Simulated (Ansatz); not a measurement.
## An elastic constant from a strain scan in Li

Computed with Ansatz, DFT r2SCAN, scalar-relativistic, plane waves, PAW. The runs took a 500 eV cutoff, a Γ-centred 18×18×18 mesh and Gaussian smearing (0.15 eV). No spin polarisation. Energies are free energies at this smearing, counted from the undisturbed cell; pressure is positive in compression.

The starting cell (as given, not relaxed at this level; it stands at -0.2 GPa; this fcc form isn't the usual structure):

```
Li
1.0
     0.00000    2.20200    2.20200
     2.20200    0.00000    2.20200
     2.20200    2.20200    0.00000
Li
1
Direct
  0.00000 0.00000 0.00000
```

The cell is strained by ε times the Voigt pattern (0, 0, 1, 0, 0, 0) (xx, yy, zz, yz, xz, xy; engineering shear) with fractional coordinates fixed. The cell holds 1 atom in V0 = 21.35 Å³. The stress column is τ = (1/V0) dE/dε, got from the stress tensor σ (compression positive) at each point as −det(1 + εP) σ : P(1 + εP)⁻¹, with P the pattern as a tensor.

| ε | ΔE (meV/atom) | τ (GPa) |
| --- | --- | --- |
| -0.0600 | 2.133 | -0.741 |
| -0.0450 | 0.868 | -0.522 |
| -0.0300 | 0.063 | -0.278 |
| -0.0150 | -0.230 | -0.014 |
| 0.0000 | 0.000 | 0.240 |
| 0.0150 | 0.710 | 0.466 |
| 0.0300 | 1.856 | 0.680 |
| 0.0450 | 3.431 | 0.898 |
| 0.0525 | 4.385 | 1.010 |
| 0.0600 | ? | ? |

Which combination of elastic constants does this scan measure, and how large is it?

For small ε, τ = τ0 + Kε with K = pᵀCp, which for this pattern is C11 in the cubic axes. The parabola through τ at ε = -0.0150, 0 and 0.0150 has slope K = 16.0 GPa at zero. The energies per cell, E = NΔE, of the same two points give K = 2[E(ε₊)/ε₊ − E(ε₋)/ε₋]/[(ε₊ − ε₋)V0] = 16.0 GPa, in agreement.

Predict the withheld row at ε = 0.0600 from the harmonic law, and compare.

ΔE = V0(τ0 ε + Kε²/2)/N = 5.755 meV/atom and τ = 1.20 GPa. The calculation gives 5.450 meV/atom and 1.12 GPa: the energy lies 5 % below the harmonic value, as bonds soften when stretched.

In a metal these slopes depend on the k mesh and the smearing.